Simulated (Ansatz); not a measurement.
## TeCl2F6, a known structure type with other elements, at an estimated volume

```
Te Cl F
1.0
     0.00000    5.84985    0.00000
     5.84985    0.00000    0.00000
     2.92492    2.92492   -4.13650
Te Cl F
1 2 6
Direct
  0.00000 0.00000 0.00000
  0.25000 0.75000 0.50000
  0.75000 0.25000 0.50000
  0.25000 0.25000 0.50000
  0.75000 0.75000 0.50000
  0.25100 0.25100 0.00000
  0.25100 0.74900 0.00000
  0.74900 0.74900 0.00000
  0.74900 0.25100 0.00000
```

Method: PBEsol, no spin polarisation; PAW, plane waves to 420 eV, 6×6×6 Γ-centred mesh, tetrahedron occupations (Ansatz 0.2.0), atoms fixed.

(1) What do density and ELF say about some of the short contacts?

(2) Is the cell too large or too small?

(3) Is there a gap?

(4) How is the charge shared?

(5) Where is the largest force?

Origin: a known structure type with other elements, at an estimated volume, so it need not be a known compound. Caveats: empty levels are not fully converged; many states at the Fermi level without spin polarisation, so a magnetic state may lie lower; the Fermi level lies in a narrow band between gaps, which spin or distortion may split; atoms or cell far from equilibrium; forces and stress under tetrahedra may miss the slope of the energy.

Results:

(1) Te–F at 2.07 Å: least valence density 0.69 e/Å³ and ELF 0.36 there. Cl–F at 2.92 Å: least valence density 0.09 e/Å³ and ELF 0.04 there. These are pseudo-fields; inside the PAW spheres they differ from the all-electron ones.

(2) The pressure is -9.6 GPa (compression positive), so with the atoms held at these fractions the cell would first shrink; the forces are large, so a full relaxation may end otherwise.

(3) It is a metal, with about 20 states/eV a cell as the mean within 0.25 eV of the Fermi level, mostly Cl p (69 %) and F p (26 %).

(4) Bader charges in e: Te +2.91, Cl +0.10, F -0.52. In the mean Te gives up most and F takes most.

(5) The largest is on F7 (and as large on other atoms): 2.59 eV/Å, components (1.83, -1.83, 0.00). It makes 0° with the line to a nearest neighbour, Te1 at 2.08 Å, pointing towards it.
